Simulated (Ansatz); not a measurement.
ScAl2 (MoSi2 or CaC2 type, space group No. 139) at seven volumes, plane-wave PAW PBEsol (Ansatz code), shape and atoms relaxed at each. One row is withheld.

```json
[
 {"V (Å³/atom)": "16.412", "P (GPa)": "8.94"},
 {"V (Å³/atom)": "16.953", "P (GPa)": "5.51"},
 {"V (Å³/atom)": "17.494", "P (GPa)": "?"},
 {"V (Å³/atom)": "18.036", "P (GPa)": "0.00"},
 {"V (Å³/atom)": "18.577", "P (GPa)": "-2.20"},
 {"V (Å³/atom)": "19.118", "P (GPa)": "-4.09"},
 {"V (Å³/atom)": "19.659", "P (GPa)": "-5.71"}
]
```

Question: Fit the shown pressures and predict the withheld one.

Answer: Third-order Birch–Murnaghan: P = (3/2)B₀(x^(7/2) − x^(5/2))[1 + (3/4)(B′ − 4)(x − 1)] with x = (V₀/V)^(2/3). Least squares on the six rows gives V₀ = 18.035 Å³/atom, B₀ = 78.65 GPa, B′ = 3.96. At V = 17.494, x = 1.0205 and P = 2.54 GPa. The run itself gave 2.55 GPa.

Space group I4/mmm (MoSi2 or CaC2 type). The cell is a constructed one: a structure type filled with these elements; neither database checked (COD, Materials Project) lists it. Whether it is the stable phase at ambient conditions was not checked. Symmetry was held in the PBEsol relaxation; whether a distortion lowers the energy is not shown. No spin polarisation was allowed.

Potentials: the earlier of the program's two PAW sets. The files were generated under PBE; for other functionals the program regenerates the frozen cores, and for LDA and PBEsol the local potential too.
